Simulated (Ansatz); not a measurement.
LaGa2: relaxation of cell and atoms

The calculation used Ansatz 0.2.0, DFT, LDA, all-electron LAPW, scalar-relativistic.

Command: `ansatz run input.yaml --threads 1 --pin off --max-ram 3072MiB --backend cpu --events-out ev --progress --plain --runs-dir out` The run took about 94 s on 1 thread of a shared machine.

```yaml
crystal:
  lattice:
    - [4.4322576538, 0.0, 0.0]
    - [-2.2161288269, 3.8384477242, 0.0]
    - [0.0, 0.0, 4.5307522683]
  atoms:
    - { symbol: La, position: [0.0, 0.0, 0.0] }
    - { symbol: Ga, position: [0.3333333333, 0.6666666667, 0.5] }
    - { symbol: Ga, position: [0.6666666667, 0.3333333333, 0.5] }
kpoints:
  mp_grid: { grid: [9, 9, 8] }
scf:
  occupations: { method: fermi_dirac, width: 0.05 }
hamiltonian:
  xc: lda
  pseudopotentials: { kind: all_electron, lapw: { basis_error: 0.001 } }
output:
  forces: true
  stress: true
relax:
  f_tol: 0.005
  max_steps: 80
  cell: {}
```

No spin–orbit coupling, which matters for the heavy atoms here.

The geometry is COD entry 1523791, unchecked; take it as a test cell. The listed cell was then made from it by scaling, straining or moving an atom.

Each frame lists the cell vectors (Å), then Cartesian positions (Å); symmetry keeps all forces zero. Free energies count from the first step, -336584.1639 eV.

The walk took 5 evaluations in all; steps that aren't listed are left out.

Step 1: E = 0.0 meV, P = -8.19 GPa

```
cell 4.4323 0.0000 0.0000 -2.2161 3.8384 0.0000 0.0000 0.0000 4.5308
La    0.0000    0.0000    0.0000
Ga    0.0000    2.5590    2.2654
Ga    2.2161    1.2795    2.2654
```

Step 2:

```
cell 4.2321 0.0000 0.0000 -2.1160 3.6651 0.0000 0.0000 0.0000 4.3084
La    0.0000    0.0000    0.0000
Ga    0.0000    2.4434    2.1542
Ga    2.1160    1.2217    2.1542
```

Step 3: E = -288.9 meV, P = -0.08 GPa

```
cell 4.2264 0.0000 0.0000 -2.1132 3.6602 0.0000 0.0000 0.0000 4.3531
La    0.0000    0.0000    0.0000
Ga    0.0000    2.4401    2.1765
Ga    2.1132    1.2201    2.1765
```

**Question.** Give the energy, pressure of step 2.

**Answer.** E = -287.0 meV, P = 0.37 GPa
```
La    0.0000    0.0000    0.0000
Ga    0.0000    2.4434    2.1542
Ga    2.1160    1.2217    2.1542
```

**Question.** How does the relaxation end?

**Answer.** It converges, with a = 4.225 Å, b = 4.225 Å, c = 4.350 Å, α = 90.00°, β = 90.00°, γ = 120.00° (conventional cell, space group P6/mmm). The last solve (on a basis chosen afresh for the final cell, so its energy is not quite comparable) gives E = -288.9 meV, P = 0.01 GPa:
```
cell 4.2253 0.0000 0.0000 -2.1126 3.6592 0.0000 0.0000 0.0000 4.3500
La    0.0000    0.0000    0.0000
Ga    0.0000    2.4395    2.1750
Ga    2.1126    1.2197    2.1750
```
